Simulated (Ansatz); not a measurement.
One stationary structure of BN. Space group P6₃mc (No. 186), wurtzite type. Level of theory: PBEsol (plane waves to 420 eV, PAW, scalar-relativistic; Ansatz, an electronic-structure program).

```xyz
4
Lattice="2.5410 0.0000 0.0000 -1.2705 2.2006 0.0000 0.0000 0.0000 4.2034" Properties=species:S:1:pos:R:3 pbc="T T T"
B      1.2705     0.7335     4.2027
B      0.0000     1.4671     2.1010
N      1.2705     0.7335     2.6286
N      0.0000     1.4671     0.5270
```

### Question
Give the band gap at the level PBEsol.

### Answer
4.96 eV, indirect (valence top at Γ, conduction bottom at K) (no spin-orbit coupling).

### Question
Give the smallest direct gap at the level PBEsol.

### Answer
8.21 eV at k = (0, 0.1333, 0).

No spin polarisation in the result.

Measured for BN: a 2.55 Å (as listed in K. Doll, J. C. Schön, M. Jansen, Physical Review B (2008)); c 4.2 Å (as listed in K. Doll, J. C. Schön, M. Jansen, Physical Review B (2008)). Computed minus measured — a: PBEsol -0.4 %; c: PBEsol +0.1 %. The computed values are for a static lattice.

The run could not lose the symmetry of its start.
